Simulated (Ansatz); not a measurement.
Input and command of a plane-wave DFT calculation in Ansatz:

```yaml
crystal:
  lattice:
    - [4.2163751527, 0.0, 0.0]
    - [0.0, 4.2163751527, 0.0]
    - [0.0, 0.0, 3.5839188798]
  atoms:
    - { symbol: Ba, position: [0.5, 0.5, 0.5] }
    - { symbol: Ti, position: [0.0, 0.0, 0.0] }
    - { symbol: O, position: [0.5, 0.0, 0.0] }
    - { symbol: O, position: [0.0, 0.5, 0.0] }
    - { symbol: O, position: [0.0, 0.0, 0.5] }
basis:
  ecutwfc: 500
kpoints:
  mp_grid: { grid: [8, 8, 8] }
hamiltonian:
  xc: r2scan
scf:
  occupations: { method: gaussian, width: 0.05 }
output:
  forces: true
  stress: true
  eigenvalues: true
```

```bash
ansatz run input.yaml --threads 1 --pin off --max-ram 2560MiB --backend cpu --events-out ev --progress --plain --runs-dir out
```

Processor: AMD EPYC (Zen 3), 1 thread, on a host shared with other jobs.

Question: Estimate time, memory and problem size.

Answer: About 22 s on 1 thread of AMD EPYC (Zen 3) (shared host), peak memory 0.58 GiB. It solves 25 bands at 75 k points (the mesh reduced by symmetry) with about 1605 plane waves, in 9 SCF iterations.
